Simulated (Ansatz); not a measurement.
Starting cell, GaP (zinc blende):

```yaml
crystal:
  lattice:
    - [0.00000, 2.75302, 2.75302]
    - [2.75302, 0.00000, 2.75302]
    - [2.75302, 2.75302, 0.00000]
  atoms:
    - { symbol: P, position: [0.75000, 0.75000, 0.75000] }
    - { symbol: Ga, position: [0.00000, 0.00000, 0.00000] }
```

Scan: atom 2 (Ga, nearest neighbour P at 2.384 Å; its periodic images, 3.9 Å or more away, move with it) is displaced along Cartesian x, direction (1.000, 0.000, 0.000) in Cartesian axes, by s. The other atoms stay.

These are PBE (plane waves to 420 eV, PAW, scalar-relativistic; Ansatz, a first-principles code) values and carry that method's errors. k mesh 8×8×8 (Γ-centred), Fermi-Dirac smearing 0.05 eV. E stands for the smeared free energy. As the smearing reaches across the gap at some points, energies and forces of such displacements shift with the k mesh and the smearing. GaP was relaxed with its symmetry unable to fall. ΔE is measured from the undisplaced structure. The last digit holds for this mesh only.

| s (Å) | ΔE (meV/cell) |
|---|---|
| -0.480 | 977.2 |
| -0.384 | 648.6 |
| -0.288 | 375.1 |
| -0.192 | withheld |
| -0.096 | 43.0 |
| 0.000 | 0.0 |
| 0.096 | 43.0 |
| 0.192 | withheld |
| 0.288 | 375.1 |
| 0.384 | 648.6 |
| 0.480 | 977.2 |

Fit an even polynomial form (powers 2, 4) to the given rows and predict ΔE at s = 0.192.

Least squares on the 9 given rows: ΔE = (4679)·s² + (-1902)·s⁴, in meV/cell with s in Å; root-mean-square residual 0.07 meV/cell. At 0.192 the fit gives 169.9 meV/cell; the calculation gives 170.0 meV/cell, so the interpolation is off by -0.1 (-0.1 %). The quadratic term alone would give 172.5 meV/cell.

(A displaced cell: forces are minus the slopes of the energy, force constants its curvatures, and phonons follow from these.)
